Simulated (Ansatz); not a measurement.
# Structure optimisation: phosphorus, omega (AlB2-type)

Method: DFT, LDA (PW92), plane waves (420 eV) with PAW, scalar-relativistic (Ansatz). The PAW files were generated under PBE, with cores re-solved for the functional.

k-point mesh 8×8×12, Fermi-Dirac smearing 0.1 eV, no spin polarisation. Cell and atoms relax.

Starting structure:

```cif
data_structure
_symmetry_space_group_name_H-M 'P 1'
_symmetry_Int_Tables_number 1
_cell_length_a 4.4144
_cell_length_b 4.4144
_cell_length_c 2.7060
_cell_angle_alpha 90.000
_cell_angle_beta 90.000
_cell_angle_gamma 120.000
_cell_volume 45.67
loop_
_atom_site_label
_atom_site_type_symbol
_atom_site_fract_x
_atom_site_fract_y
_atom_site_fract_z
_atom_site_occupancy
P1 P 0.00000 0.00000 0.00000 1
P2 P 0.33333 0.66667 0.50000 1
P3 P 0.66667 0.33333 0.50000 1
```

Question: What cell does the relaxation end in?

Answer: P6/mmm with a = 4.379 Å, c = 2.477 Å (c/a = 0.566); 13.71 Å³ per atom against 15.22 at the start (-9.9 %).

Question: How much energy does the relaxation gain?

Answer: 71.6 meV per atom.

Path of the relaxation (the plane waves are chosen anew near the end, which can shift the energy a little):

| step | E − E(final) (meV/atom) | V (Å³/atom) | P (GPa) | max force (eV/Å) |
| --- | --- | --- | --- | --- |
| 0 | 71.64 | 15.223 | -9.04 | 0.000 |
| 1 | 11.98 | 14.009 | -2.33 | 0.000 |
| 2 | 2.12 | 13.422 | 2.47 | 0.000 |
| 3 | -0.24 | 13.750 | -0.27 | 0.000 |
| 4 | -0.29 | 13.715 | -0.01 | 0.000 |
| 5 | 0.00 | 13.715 | -0.04 | 0.000 |
| 6 | 0.00 | 13.710 | 0.00 | 0.000 |
| 7 | 0.00 | 13.710 | 0.00 | 0.000 |
